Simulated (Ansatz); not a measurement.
A distorted cell of HfO2 (baddeleyite type, space group P2_1/c):

```yaml
crystal:
  lattice:
    - [5.16120, 0.00000, 0.00000]
    - [0.00000, 5.21182, 0.00000]
    - [-0.89809, 0.00000, 5.27640]
  atoms:
    - { symbol: Hf, position: [0.27618, 0.04597, 0.19445] }
    - { symbol: Hf, position: [0.72382, 0.54597, 0.30555] }
    - { symbol: Hf, position: [0.72382, 0.95403, 0.80555] }
    - { symbol: Hf, position: [0.27618, 0.45403, 0.69445] }
    - { symbol: O, position: [0.05290, 0.30349, 0.36478] }
    - { symbol: O, position: [0.94710, 0.80349, 0.13522] }
    - { symbol: O, position: [0.94710, 0.69651, 0.63522] }
    - { symbol: O, position: [0.05290, 0.19651, 0.86478] }
    - { symbol: O, position: [0.45032, 0.75748, 0.47932] }
    - { symbol: O, position: [0.54968, 0.25748, 0.02068] }
    - { symbol: O, position: [0.54968, 0.24252, 0.52068] }
    - { symbol: O, position: [0.45032, 0.74252, 0.97932] }
```

Calculation: PBE (plane waves to 420 eV, PAW, scalar-relativistic; Ansatz, a first-principles code). k mesh 5×5×5 (Γ-centred), Fermi-Dirac smearing 0.05 eV. Stress and pressure are positive under compression. HfO2 is run without spin polarisation. HfO2 was relaxed with its symmetry unable to fall. Spin-orbit coupling is left out, though Hf is heavy.

Problem. Predict the force on every atom, in eV/Å.

Solution. 
```
atom      Fx      Fy      Fz
----  ------  ------  ------
Hf1   -0.386  -0.173   0.852
Hf2    0.386  -0.173  -0.852
Hf3    0.386   0.173  -0.852
Hf4   -0.386   0.173   0.852
O5     0.137   0.187  -0.073
O6    -0.137   0.187   0.073
O7    -0.137  -0.187   0.073
O8     0.137  -0.187  -0.073
O9     0.031  -0.057   0.082
O10   -0.031  -0.057  -0.082
O11   -0.031   0.057  -0.082
O12    0.031   0.057   0.082
```

Problem. Give the stress tensor in GPa and the pressure.

Solution. 
```
   1.59     0.00    -1.19
   0.00    -2.57     0.00
  -1.19     0.00     2.21
```
The pressure, a third of the trace, is 0.41 GPa.

(A displaced cell: forces are minus the slopes of the energy, force constants its curvatures, and phonons follow from these.)
